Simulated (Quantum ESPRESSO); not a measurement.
# Si2GaO5F: finding a planted mistake in a log

A calculation, not a measurement. The program is pw.x of Quantum ESPRESSO 7.5 (plane-wave density functional theory). The cell is made up: 9 atoms on a quartz lattice, with randomly drawn elements, strain and displacements, not relaxed. PseudoDojo standard norm-conserving files (v0.5 for PBE, v0.4.1 for LDA and PBEsol) set the functional; there is no spin polarisation, spin-orbit coupling or dispersion term, and the masses in the input are unused placeholders.

Intended input:

```
&control calculation='scf', pseudo_dir='./dojo.nc.sr.pbe.v0_5.standard.upf', outdir='./o', disk_io='low', tprnfor=.true., tstress=.true. /
&system ibrav=0, nat=9, ntyp=4, nbnd=35, ecutwfc=84.00895049, nosym=.true., tot_charge=0,
 occupations='smearing', smearing='fd', degauss=0.0018374661
/
&electrons conv_thr=7.350e-09, electron_maxstep=60, /
ATOMIC_SPECIES
F 1.0 F.upf
Ga 1.0 Ga.upf
O 1.0 O.upf
Si 1.0 Si.upf
CELL_PARAMETERS angstrom
5.0648 -0.0409 0.0193
-2.5678 4.4336 -0.0866
0.0212 -0.0975 5.5103
ATOMIC_POSITIONS angstrom
Si 2.2855 -0.0031 3.7187
Si -1.3282 1.9443 1.8906
Ga 1.3463 2.2974 -0.1229
O 1.3418 1.0937 4.2258
O 3.3418 0.6121 2.5775
O 2.7361 2.5861 0.4952
F 0.2184 1.6747 1.1378
O -1.1795 3.185 3.0405
O 0.8701 3.7948 4.6396
K_POINTS automatic
5 5 4 1 1 1
```

The log is shortened where brackets say so; the opening notice, blank lines, dates and the lines on written files are dropped, and the path of the files is cut. It prints rydbergs, bohrs and kilobars, and counts compression as positive stress. Where no state is partly filled, the Fermi energy that it prints is only some level between the filled and the empty states on the mesh, and need not lie in the true gap.

Log of the intended run:

```
     Program PWSCF v.7.5
     Parallel version (MPI & OpenMP), running on       4 processor cores
     Number of MPI processes:                 4
     Threads/MPI process:                     1
     [start-up lines left out]
     bravais-lattice index     =            0
     lattice parameter (alat)  =       9.5715  a.u.
     unit-cell volume          =     830.8350 (a.u.)^3
     number of atoms/cell      =            9
     number of atomic types    =            4
     number of electrons       =        58.00
     number of Kohn-Sham states=           35
     kinetic-energy cutoff     =      84.0090  Ry
     charge density cutoff     =     336.0358  Ry
     scf convergence threshold =      7.3E-09
     mixing beta               =       0.7000
     number of iterations used =            8  plain     mixing
     Exchange-correlation= PBE
                           (   1   4   3   4   0   0   0)
     [axes and pseudopotential details left out]
   Cartesian axes
     site n.     atom                  positions (alat units)
         1        Si     tau(   1) = (   0.4512338  -0.0006120   0.7341952  )
         2        Si     tau(   2) = (  -0.2622309   0.3838695   0.3732674  )
         3        Ga     tau(   3) = (   0.2658044   0.4535832  -0.0242646  )
         4        O      tau(   4) = (   0.2649160   0.2159328   0.8343136  )
         5        O      tau(   5) = (   0.6597826   0.1208489   0.5088843  )
         6        O      tau(   6) = (   0.5401972   0.5105822   0.0977690  )
         7        F      tau(   7) = (   0.0431194   0.3306415   0.2246396  )
         8        O      tau(   8) = (  -0.2328726   0.6288250   0.6002959  )
         9        O      tau(   9) = (   0.1717867   0.7492199   0.9160115  )
     number of k points=    50  Fermi-Dirac smearing, width (Ry)=  0.0018
                       cart. coord. in units 2pi/alat
        k(    1) = (   0.1009692   0.1750166   0.1176068), wk =   0.0400000
        k(    2) = (   0.1001255   0.1790180   0.3474779), wk =   0.0400000
     [further k points left out]
     Dense  grid:    86409 G-vectors     FFT dimensions: (  60,  60,  64)
     Estimated max dynamical RAM per process >     191.45 MB
     Estimated total dynamical RAM >     702.51 MB
     Initial potential from superposition of free atoms
     starting charge      57.9961, renormalised to      58.0000
     Starting wfcs are   41 randomized atomic wfcs
     total cpu time spent up to now is        2.7 secs
     per-process dynamical memory:   146.9 Mb
     Self-consistent Calculation
     iteration #  1     ecut=    84.01 Ry     beta= 0.70
     Davidson diagonalization with overlap
     ethr =  1.00E-02,  avg # of iterations =  3.0
     total cpu time spent up to now is        7.1 secs
     total energy              =    -383.88580980 Ry
     estimated scf accuracy    <       2.46308463 Ry
     iteration #  2     ecut=    84.01 Ry     beta= 0.70
     Davidson diagonalization with overlap
     ethr =  4.25E-03,  avg # of iterations =  2.5
     total cpu time spent up to now is       11.3 secs
     total energy              =    -384.50188044 Ry
     estimated scf accuracy    <       2.23593973 Ry
     [iterations 3 to 9 left out]
     iteration # 10     ecut=    84.01 Ry     beta= 0.70
     Davidson diagonalization with overlap
     ethr =  7.18E-10,  avg # of iterations =  2.0
     total cpu time spent up to now is       42.9 secs
     total energy              =    -384.94987083 Ry
     estimated scf accuracy    <       0.00000005 Ry
     iteration # 11     ecut=    84.01 Ry     beta= 0.70
     Davidson diagonalization with overlap
     ethr =  8.44E-11,  avg # of iterations =  2.1
     total cpu time spent up to now is       46.7 secs
     End of self-consistent calculation
     [lines on levels left out]
     the Fermi energy is     4.2169 ev
!    total energy              =    -384.94987084 Ry
     estimated scf accuracy    <          2.2E-09 Ry
     smearing contrib. (-TS)   =       0.00000000 Ry
     internal energy E=F+TS    =    -384.94987084 Ry
     The total energy is F=E-TS. E is the sum of the following terms:
     one-electron contribution =    -239.29731827 Ry
     hartree contribution      =     155.16230182 Ry
     xc contribution           =    -101.99927977 Ry
     ewald contribution        =    -198.81557462 Ry
     convergence has been achieved in  11 iterations
     Forces acting on atoms (cartesian axes, Ry/au):
     atom    1 type  4   force =     0.12477597   -0.14343861    0.02330336
     atom    2 type  4   force =    -0.02343590    0.26049721   -0.12522170
     atom    3 type  2   force =    -0.27743407    0.18340859   -0.06951452
     atom    4 type  3   force =    -0.07249576   -0.14402779   -0.18381234
     atom    5 type  3   force =    -0.05337089   -0.11110549    0.01722684
     atom    6 type  3   force =     0.48785268    0.00580264    0.33409508
     atom    7 type  1   force =    -0.11581513   -0.02559298    0.10170994
     atom    8 type  3   force =     0.00198862   -0.06220922   -0.09309520
     atom    9 type  3   force =    -0.07206552    0.03666564   -0.00469146
     Total force =     0.839440     Total SCF correction =     0.000167
     Computing stress (Cartesian axis) and pressure
          total   stress  (Ry/bohr**3)                   (kbar)     P=      139.48
   0.00116634   0.00053347  -0.00008253          171.58       78.48      -12.14
   0.00053347   0.00097100   0.00054485           78.48      142.84       80.15
  -0.00008253   0.00054485   0.00070712          -12.14       80.15      104.02
     init_run     :      2.48s CPU      2.57s WALL (       1 calls)
     electrons    :     43.80s CPU     44.02s WALL (       1 calls)
     forces       :      0.79s CPU      0.79s WALL (       1 calls)
     stress       :      2.61s CPU      2.62s WALL (       1 calls)
     [timing details left out]
     PWSCF        :     49.81s CPU     50.15s WALL
     JOB DONE.
```

A second run was made from an input with one planted mistake. Its log:

```
     Program PWSCF v.7.5
     Parallel version (MPI & OpenMP), running on       4 processor cores
     Number of MPI processes:                 4
     Threads/MPI process:                     1
     [start-up lines left out]
     bravais-lattice index     =            0
     lattice parameter (alat)  =       9.5715  a.u.
     unit-cell volume          =     830.8350 (a.u.)^3
     number of atoms/cell      =            9
     number of atomic types    =            4
     number of electrons       =        58.00
     number of Kohn-Sham states=           35
     kinetic-energy cutoff     =      84.0090  Ry
     charge density cutoff     =     336.0358  Ry
     scf convergence threshold =      7.3E-09
     mixing beta               =       0.7000
     number of iterations used =            8  plain     mixing
     Exchange-correlation= SLA  PW   NOGX NOGC
                           (   1   4   0   0   0   0   0)
     [axes and pseudopotential details left out]
   Cartesian axes
     site n.     atom                  positions (alat units)
         1        Si     tau(   1) = (   0.4512338  -0.0006120   0.7341952  )
         2        Si     tau(   2) = (  -0.2622309   0.3838695   0.3732674  )
         3        Ga     tau(   3) = (   0.2658044   0.4535832  -0.0242646  )
         4        O      tau(   4) = (   0.2649160   0.2159328   0.8343136  )
         5        O      tau(   5) = (   0.6597826   0.1208489   0.5088843  )
         6        O      tau(   6) = (   0.5401972   0.5105822   0.0977690  )
         7        F      tau(   7) = (   0.0431194   0.3306415   0.2246396  )
         8        O      tau(   8) = (  -0.2328726   0.6288250   0.6002959  )
         9        O      tau(   9) = (   0.1717867   0.7492199   0.9160115  )
     number of k points=    50  Fermi-Dirac smearing, width (Ry)=  0.0018
                       cart. coord. in units 2pi/alat
        k(    1) = (   0.1009692   0.1750166   0.1176068), wk =   0.0400000
        k(    2) = (   0.1001255   0.1790180   0.3474779), wk =   0.0400000
     [further k points left out]
     Dense  grid:    86409 G-vectors     FFT dimensions: (  60,  60,  64)
     Estimated max dynamical RAM per process >     191.45 MB
     Estimated total dynamical RAM >     702.51 MB
     Initial potential from superposition of free atoms
     starting charge      57.9968, renormalised to      58.0000
     Starting wfcs are   41 randomized atomic wfcs
     total cpu time spent up to now is        2.9 secs
     per-process dynamical memory:   146.9 Mb
     Self-consistent Calculation
     iteration #  1     ecut=    84.01 Ry     beta= 0.70
     Davidson diagonalization with overlap
     ethr =  1.00E-02,  avg # of iterations =  3.0
     total cpu time spent up to now is        7.8 secs
     total energy              =    -383.41222536 Ry
     estimated scf accuracy    <       2.38593350 Ry
     iteration #  2     ecut=    84.01 Ry     beta= 0.70
     Davidson diagonalization with overlap
     ethr =  4.11E-03,  avg # of iterations =  2.6
     total cpu time spent up to now is       12.4 secs
     total energy              =    -383.99334635 Ry
     estimated scf accuracy    <       2.38158801 Ry
     [iterations 3 to 9 left out]
     iteration # 10     ecut=    84.01 Ry     beta= 0.70
     Davidson diagonalization with overlap
     ethr =  7.24E-10,  avg # of iterations =  2.0
     total cpu time spent up to now is       47.9 secs
     total energy              =    -384.47285167 Ry
     estimated scf accuracy    <       0.00000005 Ry
     iteration # 11     ecut=    84.01 Ry     beta= 0.70
     Davidson diagonalization with overlap
     ethr =  8.98E-11,  avg # of iterations =  2.1
     total cpu time spent up to now is       52.0 secs
     End of self-consistent calculation
     [lines on levels left out]
     the Fermi energy is     3.7291 ev
!    total energy              =    -384.47285168 Ry
     estimated scf accuracy    <          2.1E-09 Ry
     smearing contrib. (-TS)   =       0.00000000 Ry
     internal energy E=F+TS    =    -384.47285168 Ry
     The total energy is F=E-TS. E is the sum of the following terms:
     one-electron contribution =    -239.66469279 Ry
     hartree contribution      =     154.25574268 Ry
     xc contribution           =    -100.24832694 Ry
     ewald contribution        =    -198.81557462 Ry
     convergence has been achieved in  11 iterations
     Forces acting on atoms (cartesian axes, Ry/au):
     atom    1 type  4   force =     0.12037610   -0.13791723    0.02468194
     atom    2 type  4   force =    -0.02164175    0.24658721   -0.11497824
     atom    3 type  2   force =    -0.25980847    0.17507510   -0.07188319
     atom    4 type  3   force =    -0.05293203   -0.13665299   -0.16427193
     atom    5 type  3   force =    -0.05729382   -0.08973216    0.01942434
     atom    6 type  3   force =     0.45142936   -0.00769270    0.32272773
     atom    7 type  1   force =    -0.11431639   -0.01350573    0.08999242
     atom    8 type  3   force =     0.01311050   -0.05952033   -0.09629483
     atom    9 type  3   force =    -0.07892351    0.02335883   -0.00939825
     Total force =     0.788230     Total SCF correction =     0.000155
     Computing stress (Cartesian axis) and pressure
          total   stress  (Ry/bohr**3)                   (kbar)     P=       54.33
   0.00058655   0.00050603  -0.00008017           86.28       74.44      -11.79
   0.00050603   0.00036934   0.00052730           74.44       54.33       77.57
  -0.00008017   0.00052730   0.00015218          -11.79       77.57       22.39
     init_run     :      2.73s CPU      2.81s WALL (       1 calls)
     electrons    :     48.80s CPU     49.11s WALL (       1 calls)
     forces       :      0.82s CPU      0.83s WALL (       1 calls)
     stress       :      2.83s CPU      2.84s WALL (       1 calls)
     [timing details left out]
     PWSCF        :     55.27s CPU     55.72s WALL
     JOB DONE.
```

Question: what was wrong in the second input?

Answer: the files are those of another functional. The input lines that differ, file-writing options aside:

```
- &control calculation='scf', pseudo_dir='./dojo.nc.sr.pbe.v0_5.standard.upf', outdir='./o', disk_io='low', tprnfor=.true., tstress=.true. /
+ &control calculation='scf', pseudo_dir='./dojo.nc.sr.lda.v0_4_1.standard.upf', outdir='./o', disk_io='low', tprnfor=.true., tstress=.true. /
```

|  | intended run | run with the mistake |
| --- | --- | --- |
| free energy (eV) | -5237.510 | -5231.020 |
| smearing term -TS (eV) | 0.0000 | 0.0000 |
| pressure (GPa) | 13.95 | 5.43 |
| largest force component (eV/Å) | 12.543 | 11.607 |
| largest change of a force component (eV/Å) |  | 0.936 |
| iterations | 11 | 11 |

For scale, a rerun of the intended cell at 1437 eV and a 7 x 7 x 6 mesh moved values by no more than 0.003 eV in energy, 0.02 GPa in stress and 0.003 eV/Å in force. Files of another functional have another zero of energy, so the energy change says nothing on stability.